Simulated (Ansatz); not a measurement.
**Question.** Each is relaxed and computed with the program Ansatz at the r²SCAN level (PAW). Which is the only one with a gap?
(A) Ga2AsRh5, Pbam (Pearson symbol oP16)
(B) GaAs, zinc blende
(C) LaGaSi, I4_1md (La on 4a, Ga on 4a, Si on 4a)
(D) GaAsPd5, P4/mmm (Ga on 1c, As on 1b, Pd on 4i, Pd on 1a)

**Answer.** B, GaAs, zinc blende. GaAs: gap 0.96 eV (direct); Ga2AsRh5: metal; GaAsPd5: metal; LaGaSi: metal. Standing as an ambient phase not checked: Ga2AsRh5, Pbam (Pearson symbol oP16); GaAsPd5, P4/mmm (Ga on 1c, As on 1b, Pd on 4i, Pd on 1a); LaGaSi, I4_1md (La on 4a, Ga on 4a, Si on 4a). Perhaps ordered models of mixed-site phases: LaGaSi, I4_1md (La on 4a, Ga on 4a, Si on 4a). All cells were relaxed under the symmetry of their starts (and spin orders); stability against distortions was not tested throughout. Rows with no word on spin ran without spin polarisation. Spin–orbit coupling is left out wherever it is not named.

Potentials: the later of the program's two PAW sets.
